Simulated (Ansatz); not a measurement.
NbP in space group I4_1md (No. 109; Nb on 4a, P on 4a) at seven volumes, LDA (plane waves, PAW; program Ansatz), shape and atoms relaxed at each. One row is withheld.

```
V (Å³/atom)  P (GPa)
-----------  -------
13.940         23.76
14.400             ?
14.859          6.75
15.319          0.00
15.779         -5.79
16.238        -10.74
16.698        -14.97
```

Problem. Fit the shown pressures and predict the withheld one.

Solution. P = (3/2)B₀(x^(7/2) − x^(5/2))[1 + (3/4)(B′ − 4)(x − 1)] with x = (V₀/V)^(2/3). Least squares on the six rows gives V₀ = 15.319 Å³/atom, B₀ = 207 GPa, B′ = 4.11. At V = 14.400, x = 1.0421 and P = 14.54 GPa. The run itself gave 14.61 GPa.

The LDA relaxation kept the symmetry of its start; of distortions, only those at the zone centre were tested. No spin polarisation was allowed.

Potentials: the later of the program's two PAW sets.
